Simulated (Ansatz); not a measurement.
Start of a relaxation, (101) slab as cut from the bulk (SnO, P4/nmm (No. 129), (1 0 1) face):

```yaml
crystal:
  lattice:
    - [3.80803, 0.00000, 0.00000]
    - [0.00000, 6.23271, 0.00000]
    - [0.00000, 0.00000, 25.55119]
  atoms:
    - { symbol: O, position: [0.00000, 0.37329, 0.29353] }
    - { symbol: Sn, position: [0.50000, 0.22760, 0.32096] }
    - { symbol: Sn, position: [0.00000, 0.70562, 0.32509] }
    - { symbol: O, position: [0.50000, 0.55993, 0.35252] }
    - { symbol: O, position: [0.00000, 0.74658, 0.41151] }
    - { symbol: Sn, position: [0.50000, 0.60089, 0.43894] }
    - { symbol: Sn, position: [0.00000, 0.07891, 0.44308] }
    - { symbol: O, position: [0.50000, 0.93322, 0.47050] }
    - { symbol: O, position: [0.00000, 0.11987, 0.52950] }
    - { symbol: Sn, position: [0.50000, 0.97418, 0.55692] }
    - { symbol: Sn, position: [0.00000, 0.45220, 0.56106] }
    - { symbol: O, position: [0.50000, 0.30651, 0.58849] }
    - { symbol: O, position: [0.00000, 0.49316, 0.64748] }
    - { symbol: Sn, position: [0.50000, 0.34747, 0.67491] }
    - { symbol: Sn, position: [0.00000, 0.82549, 0.67904] }
    - { symbol: O, position: [0.50000, 0.67980, 0.70647] }
```

Computed with DFT r2SCAN, scalar-relativistic, plane waves, PAW in Ansatz. Settings: cutoff 500 eV, Γ-centred mesh 9×6×1 on the computed 16-atom cell, Gaussian smearing of 0.05 eV; no spin polarisation. The cell repeats along c with a dipole correction in the vacuum.

All atoms are free. The cell is fixed. Force threshold 0.02 eV/Å.

```
step E − E_final (eV) largest force (eV/Å)
   1             0.291                 1.328
   2             0.158                 0.687
   3             0.022                 0.186
   4             0.005                 0.130
   5             0.001                 0.050
   6             0.000                 0.014
```

Question: What is the final structure?

Answer:
```
CELL_PARAMETERS angstrom
3.80803 0.00000 0.00000
0.00000 6.23271 0.00000
0.00000 0.00000 25.55119
ATOMIC_POSITIONS crystal
O 0.00000 0.35603 0.29978
Sn 0.50000 0.22779 0.32644
Sn 0.00000 0.68377 0.32397
O 0.50000 0.54864 0.35625
O 0.00000 0.74113 0.41330
Sn 0.50000 0.59714 0.44119
Sn 0.00000 0.06973 0.44254
O 0.50000 0.93197 0.47158
O 0.00000 0.12112 0.52842
Sn 0.50000 0.98336 0.55746
Sn 0.00000 0.45595 0.55881
O 0.50000 0.31196 0.58670
O 0.00000 0.50445 0.64375
Sn 0.50000 0.36932 0.67603
Sn 0.00000 0.82530 0.67356
O 0.50000 0.69706 0.70022
```

Cost: 1 run of about 30 core-minutes, on Intel Xeon Platinum 8488C (Sapphire Rapids) (shared hosts).